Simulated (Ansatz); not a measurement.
HfN (rock salt)

```
CELL_PARAMETERS angstrom
      0.00000     4.52593     4.52593
      2.26297     0.00000     2.26297
      2.26297     2.26297     0.00000
ATOMIC_POSITIONS crystal
  N  0.00000 0.00000 0.00000
  N  0.50000 0.00000 0.00000
  Hf 0.25000 0.50000 0.50000
  Hf 0.75000 0.50000 0.50000
```

In each cell atom 3 (Hf, nearest neighbour N at 2.263 Å; its periodic images, 3.2 Å or more away, move with it) moves by s·(-1.000, 0.000, 0.000) (towards the nearest neighbour), the rest being held.

Method: r2SCAN (plane waves to 500 eV, PAW, scalar-relativistic; Ansatz, a program for electronic structure). k mesh 7×14×14 (Γ-centred), Fermi-Dirac smearing 0.05 eV. Energies are smeared free energies. With partly filled bands, energies and forces of such displacements shift with the k mesh and the smearing. HfN is run without spin polarisation. HfN was relaxed with its symmetry unable to fall. Spin-orbit coupling is left out, though Hf is heavy. The PAW data are Ansatz's earlier set. The zero of ΔE is the undisplaced structure. The last digit holds for this mesh only.

```
s (Å)   ΔE (meV/cell)
------  -------------
-0.230          315.2
-0.184          193.0
-0.138       withheld
-0.092           45.6
-0.046           11.2
0.000             0.0
0.046            11.2
0.092            45.6
0.138        withheld
0.184           193.0
0.230           315.2
```

### Question
Fit an even polynomial form (powers 2, 4) to the given rows and predict ΔE at s = 0.138.

### Answer
Least squares on the 9 given rows: ΔE = (5253)·s² + (13320)·s⁴, in meV/cell with s in Å; root-mean-square residual 0.10 meV/cell. At 0.138 the fit gives 104.9 meV/cell; the calculation gives 105.0 meV/cell, so the interpolation is off by -0.1 (-0.1 %). The quadratic term alone would give 100.0 meV/cell.

(For displaced atoms, the force is minus the slope of the energy, and its curvature is a force constant, which sets phonon frequencies.)
